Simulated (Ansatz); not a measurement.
Relaxed PtS$_{2}$ (CdI2 type):

```
PtS2
1.0
    3.55932     0.00000     0.00000
   -1.77966     3.08246     0.00000
    0.00000     0.00000     4.38465
Pt S
1 2
Cartesian
  0.00000   0.00000   0.00000
  1.77966   1.02749   1.18911
  0.00000   2.05497   3.19555
```

Two-dimensional scan of atom 2 (S, nearest neighbour Pt at 2.374 Å; its periodic images, 3.6 Å or more away, move with it): u runs along (1.000, 0.000, 0.000), v along (0.000, 0.000, 1.000) (Cartesian). Cell and other atoms are fixed.

Computed with PBEsol-D3(BJ) (plane waves to 420 eV, PAW, scalar-relativistic; Ansatz, a first-principles code). k mesh 12×12×9 (Γ-centred), Fermi-Dirac smearing 0.05 eV. Points where atoms come too close for the PAW data are left out (x in tables, blank in figures). With partly filled bands, energies and forces of such displacements shift with the k mesh and the smearing. Fu and Fv are the components of the force on the atom. PtS2 is run without spin polarisation. PtS2 was relaxed with its symmetry unable to fall. Spin-orbit coupling is left out, though Pt is heavy. The PAW data are Ansatz's earlier set. The last digit holds for this mesh only.

Changes of Fv (eV/Å) from the point u = 0.000 Å, v = 0.000 Å when one coordinate moves alone (two changes are said to add if the coupling is within 5 % of the smaller one, nearly so within 20 %):

```csv
point,change
"u = 0.000 Å, v = -0.590 Å",6.509
"u = 0.000 Å, v = -0.393 Å",4.950
"u = 0.000 Å, v = -0.197 Å",2.525
"u = -0.590 Å, v = 0.000 Å",4.820
"u = -0.393 Å, v = 0.000 Å",2.039
"u = -0.197 Å, v = 0.000 Å",0.482
"u = 0.197 Å, v = 0.000 Å",0.482
"u = 0.393 Å, v = 0.000 Å",2.039
"u = 0.590 Å, v = 0.000 Å",4.820
"u = 0.000 Å, v = 0.197 Å",-1.978
"u = 0.000 Å, v = 0.393 Å",-3.174
"u = 0.000 Å, v = 0.590 Å",-3.842
```

### Question
Do the two effects add at u = -0.590 Å, v = 0.197 Å? Give the computed change.

### Answer
The sum of the single changes is 4.820 + (-1.978) = 2.842; the calculation gives 1.363, so the coupling contributes -1.479 (over 20 % of the smaller single change, not additive).

### Question
What is the change at u = -0.393 Å, v = 0.590 Å, where both move, and how far is it from the sum?

### Answer
The sum of the single changes is 2.039 + (-3.842) = -1.803; the calculation gives -3.199, so the coupling contributes -1.396 (over 20 % of the smaller single change, not additive).

(For displaced atoms, the force is minus the slope of the energy, and its curvature is a force constant, which sets phonon frequencies.)
